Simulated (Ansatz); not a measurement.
Ba2CdB2O6:
```
CELL_PARAMETERS angstrom
      4.84794     2.68747     0.00000
     -4.84794     2.68747     0.00000
     -3.14664     0.00000     5.76128
ATOMIC_POSITIONS crystal
  Ba 0.78944 0.21056 0.31277
  Ba 0.21056 0.78944 0.68723
  Cd 0.00000 0.00000 0.00000
  B  0.43966 0.56034 0.24090
  B  0.56034 0.43966 0.75910
  O  0.74346 0.70067 0.27400
  O  0.25654 0.29933 0.72600
  O  0.70067 0.74346 0.72600
  O  0.29933 0.25654 0.27400
  O  0.28160 0.71840 0.17291
  O  0.71840 0.28160 0.82709
```

Relaxed with r²SCAN. Special points in fractions of this cell's reciprocal vectors: Γ (0.000, 0.000, 0.000); C (0.350, 0.350, 0.000); C2 (-0.350, 0.650, 0.000); Y2 (-0.500, 0.500, 0.000); M2 (-0.500, 0.500, 0.500); D (-0.279, 0.721, 0.500); D2 (0.279, 0.279, 0.500); A (0.000, 0.000, 0.500); L2 (0.000, 0.500, 0.500); V2 (0.000, 0.500, 0.000).

Problem. List the band energies nearest the valence-band maximum at these points for r²SCAN (plane waves, PAW; program Ansatz).

Solution. In eV from the valence-band maximum; about four levels below and three above (degenerate sets whole), none deeper than 8.9 eV; points with the same levels are listed once.

| k | below | above |
|---|---|---|
| Γ | -0.63 -0.41 -0.23 0.00 | 3.96 5.06 5.98 |
| C | -0.96 -0.74 -0.51 -0.44 | 5.62 6.30 6.77 |
| Y2 | -0.93 -0.27 -0.26 -0.16 | 5.18 6.42 6.93 |
| M2 | -1.19 -0.45 -0.38 -0.16 | 5.46 5.83 6.24 |
| D | -0.94 -0.89 -0.65 -0.45 | 5.72 6.04 6.42 |
| A | -0.77 -0.74 -0.19 -0.08 | 5.31 5.52 6.99 |
| L2 | -0.92 -0.73 -0.63 -0.35 | 5.85 5.97 6.65 |
| V2 | -0.93 -0.80 -0.56 -0.42 | 5.80 5.96 6.01 |

Space group C2/m. The workflow started from a Materials Project entry (that database holds measured and hypothetical structures alike); the Crystallography Open Database copy checked does not list it. Its standing as an ambient phase is unchecked. The r²SCAN relaxation kept the symmetry of its start; whether a distortion lowers the energy is not shown. Spin–orbit coupling is left out wherever it is not named.

Potentials: the later of the program's two PAW sets.
